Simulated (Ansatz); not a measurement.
Data:

KBr (rock salt), conventional cell a = b = c = 6.6088 Å, α = β = γ = 90.00°. The calculation uses the primitive cell of 2 atoms, to which meshes and values per cell refer.

The volume is varied about the relaxed value V₀ at fixed cell shape. Symmetry pins the atoms to their sites.

Level of theory: r2SCAN (plane waves to 500 eV, PAW, scalar-relativistic; Ansatz, a first-principles code). k mesh 9×9×9 (Γ-centred), Fermi-Dirac smearing 0.05 eV. The energy includes the smearing's −TS. Compression counts positive. KBr was relaxed with its symmetry unable to fall. ΔE is measured from the relaxed starting cell.

The scan covers V/V₀ from 0.840 to 1.160 in 11 points.

Problem. What is ΔE at V/V₀ = 1.160?

Solution. 34.1 meV/atom.

Problem. What pressure does the cell carry at V/V₀ = 0.840?

Solution. 4.27 GPa.

Problem. What is ΔE at V/V₀ = 0.840?

Solution. 64.8 meV/atom.

(A scan under strain: stresses follow from slopes of the energy per volume, elastic moduli from its curvatures.)
